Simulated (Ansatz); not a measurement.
A relaxed cell of ScAl5 is given with its symmetry left out. The cell was found from a structure generator's guess, not taken from experiment.

The calculation used Ansatz, DFT PBE, scalar-relativistic, plane waves, PAW. Cutoff 420 eV, Γ-centred mesh, Gaussian smearing, collinear spin.

```yaml
crystal:
  lattice:
    - [2.93826, 0.00000, 0.00000]
    - [0.00000, 2.93826, 0.00000]
    - [0.00000, 0.00000, 12.18020]
  atoms:
    - { symbol: Sc, position: [0.50000, 0.50000, 0.50000] }
    - { symbol: Al, position: [0.00000, 0.00000, 0.00000] }
    - { symbol: Al, position: [0.50000, 0.50000, 0.16245] }
    - { symbol: Al, position: [0.00000, 0.00000, 0.32231] }
    - { symbol: Al, position: [0.00000, 0.00000, 0.67769] }
    - { symbol: Al, position: [0.50000, 0.50000, 0.83755] }
```

The zero of energy is the elements' standard structures at the same level; no fitted shifts are applied.

**Question.** Find its symmetry and describe it.

**Answer.** P4/mmm (No. 123), with Sc and Al ordered on fcc sites. Conventional cell: a = 2.938 Å, c = 12.180 Å. Around Sc lie 4 Sc at 2.94 Å and 8 Al at 3.00 Å; Al on a site of symmetry 4/mmm has 12 Al at 2.87–2.94 Å; around Al on a site of symmetry 4mm lie 12 Al at 2.85–2.94 Å; Al on a second site of symmetry 4mm has 8 Al at 2.85–2.94 Å and 4 Sc at 3.00 Å.

**Question.** What is its formation energy per atom?

**Answer.** −0.11 eV/atom.

**Question.** Is it a metal?

**Answer.** Yes, bands cross the Fermi level on the 14×14×4 mesh.

**Question.** Which magnetic moments does it keep?

**Answer.** 0.06 μB per atom net, the space between the atoms included; by site: Sc 0.2 μB.

The last run used collinear spin, a 14×14×4 mesh (in the run's order of axes) for its 6-atom cell and Gaussian smearing of 0.10 eV. Another magnetic order may lie lower. Symmetry constrained the relaxation, so the result can be a saddle point. Another cell of ScAl5 relaxed alike but without spin, in Cmmm, lies 129 meV/atom lower, so this cell isn't the stable form at this level.
